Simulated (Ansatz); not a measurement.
A geometry of Bi away from equilibrium: the start of the relaxation of a relaxed Bi cell deformed by the Cartesian strain tensor (xx, yy, zz, yz, xz, xy) = (-0.071, 0.153, -0.050, -0.010, -0.007, -0.051). Computed with r2SCAN (plane waves to 500 eV, PAW, scalar-relativistic; Ansatz, a quantum-chemistry and plane-wave program). Γ-centred k-mesh 9×9×8 on the run's cell (coarser than for final values), Fermi–Dirac smearing 0.05 eV.

```xyz
2
Lattice="2.0101 1.3520 3.8954 -2.2014 1.5832 3.9271 0.1046 -3.0591 3.9505" Properties=species:S:1:pos:R:3:forces:R:3 pbc="T T T" free_energy=-24826.349 pressure_GPa=-0.5
Bi    -0.0201    -0.0287     2.7261   -0.3475   -0.2714    0.0577
Bi    -0.0667    -0.0952     9.0469    0.3475    0.2714   -0.0577
```

Positions in Å, forces in eV/Å, free energy of the cell in eV (comparable only within this code, potentials and settings). Largest force: 0.44 eV/Å, on Bi1, Bi2 (atoms numbered as listed); the geometry lies 0.16 eV/atom above the end of its relaxation.

No spin polarisation in the result.

The run could not lose the symmetry of its start.
